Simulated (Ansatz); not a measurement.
ScAl:
```yaml
crystal:
  lattice:
    - [3.30729, 0.00000, 0.00000]
    - [0.00000, 3.30729, 0.00000]
    - [0.00000, 0.00000, 3.30729]
  atoms:
    - { symbol: Sc, position: [0.50000, 0.50000, 0.50000] }
    - { symbol: Al, position: [0.00000, 0.00000, 0.00000] }
```

Relaxed with LDA. Special points in fractions of this cell's reciprocal vectors: Γ (0.000, 0.000, 0.000); X (0.000, 0.500, 0.000); M (0.500, 0.500, 0.000); R (0.500, 0.500, 0.500).

List the band energies nearest the Fermi level at these points for LDA in the plane-wave PAW code Ansatz.

In eV from the Fermi level; about four levels below and three above (degenerate sets whole), none deeper than 8.9 eV; points with the same levels are listed once.

```
k                    below           above
-  -----------------------  --------------
Γ        -8.60 -0.75 -0.75  2.84 2.84 2.84
X              -5.67 -4.61  0.24 0.81 0.81
M  -4.81 -1.76 -1.76 -0.83  1.57 1.57 3.92
R  -2.65 -2.65 -2.65 -0.25  3.17 3.17 3.17
```

Space group Pm-3m (CsCl type). The workflow started from a Materials Project entry (that database holds measured and hypothetical structures alike); the Crystallography Open Database copy checked does not list it. With Sc and Al taken as one species the cell has the higher symmetry Im-3m, so it may be an ordered model of a mixed-site phase. Its standing as an ambient phase is unchecked. The cell was relaxed with LDA under the symmetry of its start; of distortions, only those at the zone centre were tested. The run is not spin-polarised.

Potentials: the later of the program's two PAW sets.
